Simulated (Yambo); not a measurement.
Absorption of MgCrO₄ (space group Cmcm, No. 63) with and without the electron-hole interaction (Yambo, PBEsol bands; 4×4×4 mesh, 21 valence and 10 conduction bands, static screening with 101 bands and a 3 Ry block, scissor 2.48 eV, Tamm-Dancoff; field along x). Axes are Cartesian, with cell vectors (Å) (2.74, -4.16, 0.00), (2.74, 4.16, 0.00), (0.00, 0.00, 6.34).

```
E (eV)  Im ε, BSE  Im ε, independent quasiparticles
------  ---------  --------------------------------
2.10         0.05                              0.05
2.20         0.05                              0.05
2.30         0.06                              0.06
2.40         0.06                              0.06
2.50         0.07                              0.06
2.60         0.08                              0.07
2.70         0.10                              0.07
2.80         0.12                              0.07
2.90         0.15                              0.08
3.00         0.20                              0.08
3.10         0.29                              0.09
3.20         0.35                              0.10
3.30         0.47                              0.10
3.40         0.78                              0.11
3.50         1.33                              0.12
3.60         1.37                              0.13
3.70         0.82                              0.14
3.80         0.51                              0.15
3.90         0.39                              0.17
4.00         0.37                              0.19
4.10         0.37                              0.21
4.20         0.34                              0.24
4.30         0.35                              0.27
4.40         0.41                              0.31
4.50         0.51                              0.37
4.60         0.69                              0.46
4.70         0.92                              0.58
4.80         1.15                              0.80
4.90         1.22                              1.16
5.00         1.16                              1.67
5.10         1.21                              2.13
5.20         1.26                              2.83
5.30         1.40                              3.92
5.40         1.53                              4.84
5.50         1.63                              5.32
5.60         1.71                              5.46
5.70         1.77                              6.11
5.80         1.87                              6.75
5.90         1.99                              6.35
6.00         2.30                              5.50
6.10         2.76                              4.85
6.20         3.06                              4.14
6.30         3.31                              3.69
6.40         3.28                              3.34
6.50         2.96                              3.21
6.60         2.60                              3.12
6.70         2.33                              3.02
6.80         2.23                              2.99
6.90         2.22                              3.18
7.00         2.34                              3.72
7.10         2.55                              4.08
7.20         2.66                              4.19
7.30         2.49                              4.56
7.40         2.39                              5.22
7.50         2.42                              5.56
7.60         2.30                              5.83
7.70         2.15                              6.08
7.80         1.96                              6.14
7.90         1.90                              5.94
8.00         1.89                              5.59
8.10         1.89                              5.39
8.20         1.89                              5.42
8.30         1.89                              5.24
8.40         1.94                              5.13
8.50         2.07                              5.07
8.60         1.98                              4.70
8.70         1.66                              4.22
8.80         1.51                              4.26
8.90         1.56                              4.96
```

The scissor comes from a G0W0 run whose convergence isn't established. Broadening 0.15 eV. The band window holds all transitions up to 9.0 eV. Fine structure above the onset can come from the mesh.

The 3d shell has no Hubbard U; the runs are without spin polarisation, and magnetic order was not tried.

Geometry of the Materials Project entry, not relaxed at this level; primitive cell a = b = 4.9864 Å, c = 6.3368 Å, α = β = 90.00°, γ = 113.25°.
